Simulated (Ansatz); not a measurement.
SnS (GeS type, space group Pnma)

```cif
data_S4Sn4
_chemical_formula_sum 'Sn4 S4'
_space_group_name_H-M_alt 'P 1'
_space_group_IT_number 1
_cell_length_a 11.15496
_cell_length_b 3.99977
_cell_length_c 4.26144
_cell_angle_alpha 90.000
_cell_angle_beta 90.000
_cell_angle_gamma 90.000
loop_
_space_group_symop_operation_xyz
  'x, y, z'
loop_
_atom_site_label
_atom_site_type_symbol
_atom_site_fract_x
_atom_site_fract_y
_atom_site_fract_z
_atom_site_occupancy
Sn1 Sn 0.61841 0.75000 0.61182 1
Sn2 Sn 0.88159 0.25000 0.11182 1
Sn3 Sn 0.38159 0.25000 0.38818 1
Sn4 Sn 0.11841 0.75000 0.88818 1
S1 S 0.35287 0.75000 0.97527 1
S2 S 0.14713 0.25000 0.47527 1
S3 S 0.64713 0.25000 0.02473 1
S4 S 0.85287 0.75000 0.52473 1
```

This relaxed cell (volume V₀) is scaled evenly in all directions, its shape held. The atoms relax within the cell's symmetry.

The numbers are results of PBE-D3(BJ) (plane waves to 420 eV, PAW, scalar-relativistic; Ansatz, an electronic-structure program), not measurements. k mesh 3×8×8 (Γ-centred), Fermi-Dirac smearing 0.05 eV. The energy includes the smearing's −TS. Compression counts positive. SnS was relaxed with its symmetry unable to fall. ΔE is measured from the relaxed starting cell.

```csv
V (Å³/cell),P (GPa),ΔE (meV/atom)
171.12,5.58,36.9
174.92,4.16,___
178.73,2.91,12.0
182.53,___,5.1
186.33,0.84,1.2
190.13,0.00,0.0
193.94,___,1.1
197.74,-1.32,4.1
201.54,___,8.8
205.34,-2.14,14.7
209.15,-2.24,___
```

Problem. Some entries are withheld; supply them.

Solution. 
- 174.92, ΔE (meV/atom): 22.5
- 182.53, P (GPa): 1.79
- 193.94, P (GPa): -0.72
- 201.54, P (GPa): -1.81
- 209.15, ΔE (meV/atom): 21.3

(Under strain, the slope of the energy per volume gives the stress and its curvature an elastic modulus.)
